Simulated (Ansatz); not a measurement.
A trial cell of SnCl, before relaxation:

```
Sn Cl
1.0
     3.99312    0.00000    0.00000
     0.00000    3.99312    0.00000
     0.00000    0.00000    7.05643
Sn Cl
2 2
Direct
  0.00000 0.00000 0.83658
  0.50000 0.50000 0.03136
  0.00000 0.00000 0.15996
  0.50000 0.50000 0.34543
```

The calculation used Ansatz, DFT PBE, scalar-relativistic, plane waves, PAW. Cutoff 420 eV, Gaussian smearing, Γ-centred meshes. Cell and atoms relax first on a coarse mesh and then on a finer one. In between, the cell is made exact in the group found at 0.06 Å. In metals the finer mesh still leaves noise of several meV/atom or more. The steps can't lower the symmetry of their start. No spin polarisation.

A guess keeps its type if space group and coordination stay and the shape of the cell changes little (axis ratios within about 15 %, angles within 6°); the volume may change.

Question: Does this structure survive the relaxation?

Answer: It doesn't keep its type. The symmetry goes from P4mm (No. 99) to P4/mmm (No. 123), and the primitive cell from 4 to 2 atoms. The volume per atom grows by 4.2 %, from 28.1 to 29.3 Å³. The shortest distance goes from 2.22 Å (Sn–Cl) to 2.65 Å (Sn–Cl). Counting neighbours within 15 % of an atom's shortest distance, the start has Cl 1, Sn 1 and the end Cl 2, Sn 2. In detail, at the end around Sn lie 2 Cl at 2.65 Å and 4 Sn at 3.33 Å; around Cl lie 2 Sn at 2.65 Å and 4 Cl at 3.33 Å.

```xyz
2
Lattice="3.3284 0.0000 0.0000 0.0000 3.3284 0.0000 0.0000 0.0000 5.2927" Properties=species:S:1:pos:R:3 pbc="T T T"
Sn    0.0000    0.0000    0.0000
Cl    0.0000    0.0000    2.6464
```

Formation energies are uncorrected and refer to the elements' standard structures at the same level (Cl₂ as a molecule). The references include grey tin.

Question: At what energy does it end?

Answer: −0.47 eV/atom.

The last run used a 16×16×10 mesh (in the run's order of axes) for its 2-atom cell and Gaussian smearing of 0.10 eV. The end has P4mm (No. 99) at a tolerance of 0.01 Å; the cell shown is made exact in the group found at 0.05 Å. An odd number of electrons in the primitive cell allows no gap without spin; a larger cell or a magnetic state could open one. A structure relaxed within its symmetry needn't be a true minimum. Another cell of SnCl relaxed alike, in P4/nmm, lies 121 meV/atom lower, so this cell isn't the stable form at this level.
